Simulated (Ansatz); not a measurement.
The relaxed structure here is a generated cell of ZrO2: the first start was made by placing the elements on the sites of a structure type, and the end was not matched to a known phase here, so it may be hypothetical. Known forms of ZrO2 include space group No. 14, 137, 225.

The end point of a relaxation of ZrO$_{2}$. Space group Pa-3 (No. 205). Level of theory: r2SCAN (plane waves to 500 eV, PAW, scalar-relativistic; Ansatz, a quantum-chemistry and plane-wave program).

```xyz
12
Lattice="5.1971 0.0000 0.0000 0.0000 5.1971 0.0000 0.0000 0.0000 5.1971" Properties=species:S:1:pos:R:3 pbc="T T T"
Zr     0.0000     0.0000     0.0000
Zr     2.5986     2.5986     0.0000
Zr     0.0000     2.5986     2.5986
Zr     2.5986     0.0000     2.5986
O      1.6904     1.6904     1.6904
O      4.2890     0.9081     3.5067
O      3.5067     4.2890     0.9081
O      0.9081     3.5067     4.2890
O      3.5067     3.5067     3.5067
O      0.9081     4.2890     1.6904
O      1.6904     0.9081     4.2890
O      4.2890     1.6904     0.9081
```

Question: Estimate the band gap that r2SCAN returns for this input.

Answer: 3.83 eV, indirect (valence top at k = (0, 0, 0.2), conduction bottom at R) (no spin-orbit coupling).

Question: Predict the smallest direct gap from r2SCAN.

Answer: 4.51 eV at Γ.

No spin polarisation in the result.

The run could not lose the symmetry of its start, so the end can be a saddle point.
